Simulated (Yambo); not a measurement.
A free-standing MoS₂ monolayer (symmetry P-6m2, slab cell 16.1 Å high); a = b = 3.141 Å, c = 16.100 Å, α = β = 90.00°, γ = 120.00°. With the G0W0 scissor the direct gap on the mesh is 2.62 eV.

### Question
Does this run resolve the lowest exciton, and if so, what are its energy and binding? (Yambo, PBEsol bands; 18×18×1 mesh, 6 valence and 4 conduction bands, static screening with 38 bands and a 3 Ry block, scissor 0.82 eV, Tamm-Dancoff, stochastic integration of W near q = 0.)

### Answer
No. The lowest state covers only about 4 of the 324 k points, and no second mesh confirms it, so this run can't vouch for its energy or binding. The scissor comes from a G0W0 run whose convergence isn't established. Spin-orbit splittings are left out.

Geometry relaxed with PBEsol.
